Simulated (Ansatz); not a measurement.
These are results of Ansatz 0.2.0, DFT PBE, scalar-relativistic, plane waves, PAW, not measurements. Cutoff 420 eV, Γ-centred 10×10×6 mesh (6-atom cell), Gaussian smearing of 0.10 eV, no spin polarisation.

Formation energies are uncorrected and refer to the elements' standard structures at the same level.

Task: Suggest a trial structure for a tetragonal metal with formula ScAl2As3, with a formation energy near −0.39 eV/atom and a density near 4.72 g/cm³, in a cell of 6 atoms. Its symmetry should be P-4m2 (No. 115).

Result: ScAl2As3, space group P-4m2 (No. 115). Sc has 4 As at 2.68 Å and 4 As at 3.21 Å; around Al lie 5 As at 2.66–2.68 Å, 2 As at 3.28 Å and 2 Sc at 3.28 Å; As on a site of symmetry 2mm has 5 Al at 2.66–2.68 Å; As on a site of symmetry -4m2 is surrounded by 4 Sc at 2.68 Å.

```
Sc Al As
1.0
     3.79079    0.00000    0.00000
     0.00000    3.79079    0.00000
     0.00000    0.00000    7.92828
Sc Al As
1 2 3
Direct
  0.50000 0.50000 0.00000
  0.50000 0.00000 0.66164
  0.00000 0.50000 0.33836
  0.50000 0.00000 0.32668
  0.00000 0.50000 0.67332
  0.00000 0.00000 0.00000
```

* Volume per atom: 18.99 Å³
* Density: 4.72 g/cm³
* Formation energy: −0.39 eV/atom
* Gap on the 10×10×6 mesh of the 6-atom cell: 0 eV (a metal)

It was reached by relaxing an invented guess, and it needn't be the stable form of this composition. The answer needn't be unique; the calculation gave this one.

The reference form of As is held partly by dispersion forces, which this level lacks. A structure relaxed within its symmetry needn't be a true minimum.
